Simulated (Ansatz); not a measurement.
Computed with DFT PBE, scalar-relativistic, plane waves, PAW (Ansatz 0.2.0). All cells share a 420 eV cutoff and Γ-centred k meshes spaced at most about 0.3 Å⁻¹ (about 0.25 or finer for metals, 2π included). No spin polarisation in the final relaxations.

Temperature and zero-point effects are left out. All come from trial cells, and lower structures may exist.

Problem. Which of these relaxed structures of BaY₃Si is the lowest in energy?
A.

```cif
data_structure
_symmetry_space_group_name_H-M 'Pm-3m'
_symmetry_Int_Tables_number 221
_cell_length_a 5.6230
_cell_length_b 5.6230
_cell_length_c 5.6230
_cell_angle_alpha 90.000
_cell_angle_beta 90.000
_cell_angle_gamma 90.000
_cell_volume 177.79
loop_
_atom_site_label
_atom_site_type_symbol
_atom_site_symmetry_multiplicity
_atom_site_Wyckoff_symbol
_atom_site_fract_x
_atom_site_fract_y
_atom_site_fract_z
_atom_site_occupancy
Ba1 Ba 1 a 0.00000 0.00000 0.00000 1
Y1 Y 3 c 0.50000 0.00000 0.50000 1
Si1 Si 1 b 0.50000 0.50000 0.50000 1
```

B.

```cif
data_structure
_symmetry_space_group_name_H-M 'Pmma'
_symmetry_Int_Tables_number 51
_cell_length_a 10.9928
_cell_length_b 5.4564
_cell_length_c 5.8516
_cell_angle_alpha 90.000
_cell_angle_beta 90.000
_cell_angle_gamma 90.000
_cell_volume 350.99
loop_
_atom_site_label
_atom_site_type_symbol
_atom_site_symmetry_multiplicity
_atom_site_Wyckoff_symbol
_atom_site_fract_x
_atom_site_fract_y
_atom_site_fract_z
_atom_site_occupancy
Ba1 Ba 2 a 0.50000 0.00000 0.00000 1
Y1 Y 2 f 0.25000 0.50000 0.88292 1
Y2 Y 2 d 0.50000 0.50000 0.50000 1
Y3 Y 2 e 0.25000 0.00000 0.49779 1
Si1 Si 2 f 0.25000 0.50000 0.36439 1
```

C.

```cif
data_structure
_symmetry_space_group_name_H-M 'P6/mmm'
_symmetry_Int_Tables_number 191
_cell_length_a 10.3332
_cell_length_b 10.3332
_cell_length_c 4.2298
_cell_angle_alpha 90.000
_cell_angle_beta 90.000
_cell_angle_gamma 120.000
_cell_volume 391.13
loop_
_atom_site_label
_atom_site_type_symbol
_atom_site_symmetry_multiplicity
_atom_site_Wyckoff_symbol
_atom_site_fract_x
_atom_site_fract_y
_atom_site_fract_z
_atom_site_occupancy
Ba1 Ba 2 c 0.33333 0.66667 0.00000 1
Y1 Y 6 j 0.70190 0.00000 0.00000 1
Si1 Si 2 e 0.00000 0.00000 0.24923 1
```

Solution. B. It has space group Pmma (No. 51); the next, A, with the antiperovskite type, space group Pm-3m (No. 221), lies 14 meV/atom higher. Counting Ba or Y atoms around Si (for each partner element, those within 1.25 times its shortest distance or 1.15 times the sum of covalent radii, where it is the nearest in units of that sum or under 1.3), the lowest and the next both have Si 6.

For metals, differences of a few meV/atom aren't resolved. A magnetic state wasn't ruled out in cells without spin, among them Pmma, Pm-3m, P6/mmm. Cells relaxed within their symmetry can be saddle points. The Pmma cell of BaY3Si came from shaking the Pm-3m one. Some types were kept out of the candidates beforehand, so the set may lack a known form.
